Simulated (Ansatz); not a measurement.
A relaxed structure of GaN. Method: PBEsol (plane waves to 420 eV, PAW, scalar-relativistic; Ansatz, a quantum-chemistry and plane-wave program).

```xyz
4
Lattice="3.3068 0.0000 0.0000 -1.6534 2.8638 0.0000 0.0000 0.0000 4.7247" Properties=species:S:1:pos:R:3 pbc="T T T"
Ga     0.0000     1.9092     1.1812
Ga     1.6534     0.9546     3.5436
N      0.0000     1.9092     3.5436
N      1.6534     0.9546     1.1812
```

Determine the symmetry and give the standard cell with its independent sites.

Space group P6₃/mmc (No. 194); a = b = 3.3068 Å, c = 4.7247 Å, α = β = 90.00°, γ = 120.00°

| atom | site | symmetry | x | y | z |
|---|---|---|---|---|---|
| Ga | 2c | -6m2 | 0.3333 | 0.6667 | 0.2500 |
| N | 2d | -6m2 | 0.6667 | 0.3333 | 0.2500 |

Give the shortest distances between elements (the closest pairs, up to four, under 3.6 Å).

Ga–N 1.91 Å; Ga–Ga 3.04 Å; N–N 3.04 Å.

Volume per atom: 11.19 Å³
Density: 6.21 g/cm³
Band gap: 1.41 eV, direct at Γ (no spin-orbit coupling)

No spin polarisation in the result.

The run could not lower the symmetry of its start; a shaken copy of this end point relaxes with PBEsol to P4₂/mnm (No. 136), 0.177 eV/atom lower.

The first start was generated by placing the elements on the sites of a structure type. Materials Project lists a structure of GaN in the same space group, P6₃/mmc (No. 194); the sites were not compared with it, nor with measured phases. Known forms of GaN include space group No. 186, 216.
